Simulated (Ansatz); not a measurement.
# Is this Mg₃Cd₂Te₅ structure a true minimum?

The cell was found from a structure generator's guess, not taken from experiment.

Level of theory: DFT PBE, scalar-relativistic, plane waves, PAW (Ansatz 0.2.0). Plane waves to 420 eV, a k mesh through Γ of 8×8×8 on the computed 10-atom cell and Gaussian smearing (0.02 eV); no spin polarisation.

The cell below (10 atoms, space group I-4m2 (No. 119)) is relaxed within its symmetry.

```
CELL_PARAMETERS angstrom
-2.32016 2.32016 16.33202
2.32016 -2.32016 16.33202
2.32016 2.32016 -16.33202
ATOMIC_POSITIONS crystal
Mg 0.70069 0.70069 0.00000
Mg 0.29931 0.29931 0.00000
Mg 0.50000 0.50000 0.00000
Cd 0.89964 0.89964 0.00000
Cd 0.10036 0.10036 0.00000
Te 0.34829 0.84829 0.50000
Te 0.95101 0.45101 0.50000
Te 0.54899 0.04899 0.50000
Te 0.15171 0.65171 0.50000
Te 0.75000 0.25000 0.50000
```

For the test it was strained at random (σ = 1.5 % a component), the atoms were moved at random (σ = 0.05 Å), and all was relaxed again on a coarse 4×4×4 mesh (in the run’s order of axes) with 0.10 eV smearing, with no symmetry imposed.

Spin–orbit coupling, which can matter for Te, is left out.

Task: Does it come back?

Result: It returns, within 1 meV/atom of the unmoved cell on that mesh and with the same symmetry when read at 0.1 Å (P1 at 0.01 Å, so small strains and shifts remain). So it is stable against the distortions that fit this cell and that this random move excites. Modes that don't fit the cell aren't tested.
